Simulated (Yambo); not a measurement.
Yambo run on BeS (zinc blende, space group F-43m, No. 216). The wavefunctions are norm-conserving LDA (Quantum ESPRESSO, 88 Ry, no spin-orbit coupling) ones on a 6×6×6 mesh (5 occupied bands); a = b = c = 3.3913 Å, α = β = γ = 60.00°.

Yambo input:

```
gw0
dyson
el_el_corr
HF_and_locXC
ppa
em1d
EXXRLvcs= 88 Ry
VXCRLvcs= 352 Ry
Chimod= "HARTREE"
% BndsRnXp
 2 | 62 |
%
NGsBlkXp= 10 Ry
% LongDrXp
 1.0 | 1.0 | 1.0 |
%
PPAPntXp= 27.2114 eV
% GbndRnge
 1 | 62 |
%
GTermKind= "BG"
DysSolver= "n"
ExtendOut
% QPkrange
 1 | 1 | 5 | 6 |
 13 | 13 | 6 | 6 |
%
```

k points by index: 1 = Γ, 13 = X.

Table of the .qp output:

```
#    K-point    Band    Eo [eV]    E [eV]    E-Eo [eV]    Vxc [eV]    Vnlxc [eV]    Sc|Eo [eV]    Sc|E [eV]    dSc/dw|Eo [eV]    Re(Z)    Im(Z)
#
    1    5    0.000000    -0.975819    -0.975819    -13.69400    -16.25969    1.347645    1.589868    -6.754022    0.801148    -0.001188
    1    6    5.511716    6.567053    1.055336    -11.42409    -5.976031    -4.159060    -4.392723    -6.024367    0.818737    -0.941547E-3
    13    6    2.831053    3.527462    0.696409    -9.795140    -5.295988    -3.661310    -3.802743    -5.525584    0.831211    -0.001085
```
(The two width columns are left out.) Convergence of these settings isn't established.

Geometry relaxed with LDA.
